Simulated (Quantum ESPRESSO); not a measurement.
Na2CO3 has the monoclinic space group C2/m (No. 12), Pearson symbol mS24. Lattice parameters: a = 9.1771 Å, b = 5.2854 Å, c = 6.2852 Å, α = 90.00°, β = 95.69°, γ = 90.00°. C on 4i has 3 O at 1.299–1.303 Å (trigonal planar). O1 on 8j has 1 C at 1.299 Å and 2 Na at 2.352–2.388 Å and 1 Na at 2.585 Å and 1 Na at 2.753 Å. O2 on 4i has 1 C at 1.303 Å and 2 Na at 2.314–2.402 Å and 2 Na at 2.650 Å and 1 Na at 2.914 Å. Na1 on 2a sees 6 O at 2.314–2.352 Å (octahedral). Na2 on 2c sees 6 O at 2.388–2.402 Å (octahedral). Na3 on 4i is surrounded by 6 O at 2.585–2.753 Å and 1 O at 2.914 Å. (Neighbours: up to the widest gap in distance over summed covalent radii, below 1.35, at either atom; cation-cation contacts left out.)
(The calculation used a cell of 12 atoms; values per cell refer to that cell.)

The geometry is that of Materials Project entry mp-1101899, symmetrised and not relaxed again.

Question: What does PBEsol (Quantum ESPRESSO, PseudoDojo norm-conserving, 88 Ry, without SOC) give for the electronic structure near the Fermi level?

Answer: The PBEsol gap is direct, 3.29 eV at Γ.
